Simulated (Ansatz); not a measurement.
GePt (CsCl type, space group No. 221), a = 3.1425 Å, b = 3.1425 Å, c = 3.1425 Å, α = 90.00°, β = 90.00°, γ = 90.00°.

Relaxed with PBEsol.

**Question.** Decompose the optical modes at the zone centre into irreducible representations, and say which are infrared and Raman allowed.

**Answer.** Point group m-3m: Γ_opt = T1u. Infrared: T1u. Raman: none.

**Question.** Assign frequencies (DFPT, the program Ansatz at the PBEsol level (PAW)).

**Answer.** T1u 89 cm⁻¹.

Space group Pm-3m (CsCl type). The cell is a constructed one: a structure type filled with these elements; neither database checked (COD, Materials Project) lists it. COD files the formula under space group No. 62. Its standing as an ambient phase is unchecked. Symmetry was held in the PBEsol relaxation; its stability against distortions is not shown here. The run is not spin-polarised. As this level gives no gap, phonon frequencies hold no LO–TO term and depend on the k-mesh and smearing (Fermi–Dirac, 0.1 eV here). Spin–orbit coupling is left out wherever it is not named.

Potentials: the earlier of the program's two PAW sets. The files were generated under PBE; for other functionals the program regenerates the frozen cores, and for LDA and PBEsol the local potential too.
